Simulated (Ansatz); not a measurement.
The cell below belongs to a search over invented structures; it isn't taken from experiment.

Input and command of a plane-wave DFT calculation in Ansatz:

```yaml
crystal:
  lattice:
    - [3.7229541161, 0.0, 0.0]
    - [-1.861477058, 3.2241728417, 0.0]
    - [0.0, 0.0, 26.7427210844]
  atoms:
    - { symbol: Si, position: [0.6666666667, 0.3333333333, 0.8947912187] }
    - { symbol: Si, position: [0.3333333333, 0.6666666667, 0.1052087813] }
    - { symbol: Si, position: [0.3333333333, 0.6666666667, 0.0163864336] }
    - { symbol: Si, position: [0.6666666667, 0.3333333333, 0.9836135664] }
    - { symbol: Si, position: [0.6666666667, 0.3333333333, 0.3337894873] }
    - { symbol: Si, position: [0.0, 0.0, 0.4554232675] }
    - { symbol: Si, position: [0.6666666667, 0.3333333333, 0.4226176433] }
    - { symbol: Si, position: [0.3333333333, 0.6666666667, 0.6662105127] }
    - { symbol: Si, position: [0.0, 0.0, 0.5445767325] }
    - { symbol: Si, position: [0.3333333333, 0.6666666667, 0.5773823567] }
    - { symbol: P, position: [0.0, 0.0, 0.858589372] }
    - { symbol: P, position: [0.0, 0.0, 0.141410628] }
    - { symbol: P, position: [0.3333333333, 0.6666666667, 0.2975403603] }
    - { symbol: P, position: [0.6666666667, 0.3333333333, 0.7024596397] }
basis:
  ecutwfc: 420
kpoints:
  mp_grid: { grid: [12, 12, 1] }
hamiltonian:
  xc: pbe
scf:
  occupations: { method: gaussian, width: 0.02 }
output:
  forces: true
  stress: true
  eigenvalues: true
relax:
  adjacent_minimum: "off"
  f_tol: 0.01
  max_steps: 30
  cell: { stress_tol: 0.1, fix: [volume] }
```

```bash
ansatz run input.yaml --threads 1 --pin off --max-ram 2560MiB --backend cpu --events-out ev --progress --plain --runs-dir out
```

Processor: Intel(R) Xeon(R) Processor @ 2.50GHz (Skylake/Cascade Lake), 1 thread, on a host shared with other jobs.

Question: How long does it run, and how much memory does it take?

Answer: About 3.4 min, peak memory 0.62 GiB. It solves 44 bands at 19 k points (after reduction by symmetry) with about 6283 plane waves, in 31 SCF iterations over 5 ionic steps.
